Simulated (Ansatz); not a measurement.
Al2Cu (Al2Cu type, space group I4/mcm)

```yaml
crystal:
  lattice:
    - [-3.02979, 3.02979, 2.43726]
    - [3.02979, -3.02979, 2.43726]
    - [3.02979, 3.02979, -2.43726]
  atoms:
    - { symbol: Al, position: [0.65828, 0.15828, 0.81655] }
    - { symbol: Al, position: [0.84172, 0.65828, 0.50000] }
    - { symbol: Al, position: [0.15828, 0.34172, 0.50000] }
    - { symbol: Al, position: [0.34172, 0.84172, 0.18345] }
    - { symbol: Cu, position: [0.25000, 0.25000, 0.00000] }
    - { symbol: Cu, position: [0.75000, 0.75000, 0.00000] }
```

Two coordinates are scanned: the volume, and the ratio of the stretch along z (the conventional c axis) to the stretch across it. Atoms keep their fractional coordinates.

All values below come from PBE (plane waves to 420 eV, PAW, scalar-relativistic; Ansatz, a first-principles code). k mesh 12×12×12 (Γ-centred), Fermi-Dirac smearing 0.05 eV. Stress and pressure are positive under compression. As the atoms are clamped, bonds stretch with the cell, which overstates energies and stresses. With partly filled bands, the response to shear is sensitive to the k mesh, so small differences along c/a are uncertain. Al2Cu is run without spin polarisation. Al2Cu was relaxed with its symmetry unable to fall. 

```
σxx (GPa)             V/V₀ = 0.920  V/V₀ = 0.960  V/V₀ = 1.000  V/V₀ = 1.040  V/V₀ = 1.080
--------------------  ------------  ------------  ------------  ------------  ------------
(c/a)/(c/a)₀ = 0.920           5.5           0.5           ___           ___          -9.3
(c/a)/(c/a)₀ = 0.960           7.9           2.6          -1.6          -5.0          -7.8
(c/a)/(c/a)₀ = 1.000          10.1           4.5           0.0           ___          -6.5
(c/a)/(c/a)₀ = 1.040          12.1           6.3           1.6          -2.1          -5.1
(c/a)/(c/a)₀ = 1.080          14.0           8.0           3.1          -0.8           ___
```

Question: Some entries are withheld; supply them.

Answer: 
- (c/a)/(c/a)₀ = 0.920, V/V₀ = 1.000: -3.6
- (c/a)/(c/a)₀ = 0.920, V/V₀ = 1.040: -6.8
- (c/a)/(c/a)₀ = 1.000, V/V₀ = 1.040: -3.6
- (c/a)/(c/a)₀ = 1.080, V/V₀ = 1.080: -4.0

(A scan under strain: stresses follow from slopes of the energy per volume, elastic moduli from its curvatures.)
